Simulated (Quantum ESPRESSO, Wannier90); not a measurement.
WO$_{3}$ (ReO3 type): Wannier90 run

Structure: Materials Project mp-19390, symmetrised, not relaxed again. Not found in the COD (Crystallography Open Database) copy used, which has the formula in other groups; not checked further. Computed values, not measurements, from PBEsol: Quantum ESPRESSO (norm-conserving PseudoDojo potentials, cutoff 68 Ry, no spin polarisation, no spin-orbit coupling) on a Γ-centred 8×8×8 mesh, then Wannier90. Density: 8×8×8 mesh, cold smearing 0.01 Ry. Spin-orbit coupling is left out although heavy elements are present.

```
begin unit_cell_cart
ang
    3.8062000000    0.0000000000    0.0000000000
    0.0000000000    3.8062000000    0.0000000000
    0.0000000000    0.0000000000    3.8062000000
end unit_cell_cart
mp_grid = 8 8 8
```

Neighbour vectors b of the finite-difference formula (Å⁻¹), by shell:

| shell | b_x | b_y | b_z |
|---|---|---|---|
| 1 | 0.00000 | 0.00000 | 0.20635 |
| 1 | 0.00000 | 0.20635 | 0.00000 |
| 1 | 0.20635 | 0.00000 | 0.00000 |
| 1 | 0.00000 | 0.00000 | -0.20635 |
| 1 | 0.00000 | -0.20635 | 0.00000 |
| 1 | -0.20635 | 0.00000 | 0.00000 |

**Question.** Find the weights w_b from the completeness condition Σ_b w_b b_α b_β = δ_αβ.

**Answer.** Shell 1: Σ b_x² = 0.085, Σ b_y² = 0.085, Σ b_z² = 0.085 Å⁻²
Each of the three diagonal sums, weighted, has to give 1 and the off-diagonal ones 0, which holds for w_1 = 11.7 Å². Check on xx: 11.74×0.085 = 1.00.

On this mesh the 12 functions of bands 5-16 (valence bands; start: sp3 on O, conv_tol = 1.0e-6) end with spreads 1.0456, 1.0456, 1.0456, 1.0456, 1.0456, 1.0456, 1.0456, 1.0456, 1.0456, 1.0456, 1.0456, 1.0456 Å², Ω_I = 10.7308 Å² and Ω_D = 0.0020 Å².

Ω_total is the sum of the spreads, 12.547 Å². Ω_OD = Ω_total − Ω_I − Ω_D = 1.814 Å². Only (Ω_D + Ω_OD)/Ω_total = 14.5 % depends on the gauge, and another start could lower the total by that share at most. The rms radius is √(Ω_total/12) = 1.02 Å.
